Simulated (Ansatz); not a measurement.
## Relaxing a structure of Pt

The start is a generated cell, Pt placed in the AFLOW prototype A_oF8_70_a. A full variable-cell relaxation at zero pressure is run with r2SCAN (plane waves to 500 eV, PAW, scalar-relativistic; Ansatz, a quantum-chemistry and plane-wave program). First-step values are on the input's coarse k-mesh.

Ansatz input (later rounds restart from its end on a renewed k-mesh):
Ansatz 0.2 input:
```yaml
crystal:
  lattice:
    - [0, 2.4991774, 4.4028711]
    - [1.3685641, 0, 4.4028711]
    - [1.3685641, 2.4991774, 0]
  atoms:
    - { symbol: Pt, position: [0.25, 0.25, 0.25] }
    - { symbol: Pt, position: [0, 0, 0] }
basis: { ecutwfc: 500, ecutrho_ratio: 4, xc_grid: 4, fft_grid_basis: typed }
kpoints: { mp_grid: { grid: [14, 14, 14] } }
hamiltonian:
  xc: r2scan
  dispersion: none
  pseudopotentials: { kind: paw }
scf: { occupations: { method: fermi_dirac, width: 0.05 } }
relax: { f_tol: 0.01, max_steps: 100, cell: { stress_tol: 0.02 } }
output: { forces: true, stress: true }
```

```json
{
  "initial_pressure": "+11.1 GPa (positive: the cell is compressed)",
  "energy_released": "0.11 eV/atom",
  "volume_change": "+3.3 %, from 15.06 to 15.56 Å³/atom",
  "Shortest distances (start → end)": "The closest pairs of elements (up to four, under 3.6 Å), start → end: Pt–Pt 2.62 → 2.72 Å",
  "band_gap_at_the_end": "zero (metallic)",
  "optimiser_moves": "11"
}
```

Final values are on a 20×20×20 k-mesh of the relaxed cell. No spin polarisation in the result.

The run could not lose the symmetry of its start: the end is stationary, and may be a saddle point rather than a minimum.

All atoms sit on sites fixed by symmetry, so only the cell could relax.

The relaxed structure here is a generated cell of Pt: the first start was made by placing the elements on the sites of a structure type, and the end was not matched to a known phase here, so it may be hypothetical. Known forms of Pt include space group No. 225.
